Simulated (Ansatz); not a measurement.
Relaxed candidate structures of SnSb:

A. Pm-3m (No. 221), cP2, CsCl type; a = b = c = 3.7406 Å, α = β = γ = 90.00°; Sn 1b (0.500, 0.500, 0.500); Sb 1a (0.000, 0.000, 0.000)

B. Fm-3m (No. 225), cF8, rock salt type; a = b = c = 6.0867 Å, α = β = γ = 90.00°; Sb 4a (0.000, 0.000, 0.000); Sn 4b (0.500, 0.500, 0.500)

Q: Rank these by energy per atom (lowest first), as PBEsol (plane waves to 420 eV, PAW, scalar-relativistic; Ansatz, an electronic-structure program) gives it.

A: B (reference, the lowest of the structures calculated here), A (+0.10 eV/atom)

Each run could gain symmetry but not lose that of its start, so entries can be saddle points.  Static energies at zero pressure. The runs use different k-meshes, so differences are rounded accordingly. No spin polarisation in the result.
